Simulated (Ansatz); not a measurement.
ZrGeSe:
```
CELL_PARAMETERS angstrom
      3.68426     0.00000     0.00000
      0.00000     3.68426     0.00000
      0.00000     0.00000     8.24871
ATOMIC_POSITIONS crystal
  Zr 0.00000 0.50000 0.73676
  Zr 0.50000 0.00000 0.26324
  Ge 0.00000 0.00000 0.00000
  Ge 0.50000 0.50000 0.00000
  Se 0.50000 0.00000 0.62003
  Se 0.00000 0.50000 0.37997
```

This is the PBEsol-relaxed structure.

Question: All from PBEsol in the plane-wave PAW code Ansatz, unless another level is named. Give the highest zone-centre frequency.

Answer: 252 cm^-1.

Question: What about the bulk modulus (Birch–Murnaghan fit)?

Answer: 115 GPa.

Space group P4/nmm. The workflow started from a Materials Project entry (that database holds measured and hypothetical structures alike); the Crystallography Open Database files this formula in space group No. 129, but the cells were not matched. Its standing as an ambient phase is unchecked. Symmetry was held in the PBEsol relaxation; whether a distortion lowers the energy is not shown. No spin polarisation was allowed. As this level gives no gap, phonon frequencies hold no LO–TO term and depend on the k-mesh and smearing (Fermi–Dirac, 0.1 eV here).

Potentials: the later of the program's two PAW sets.
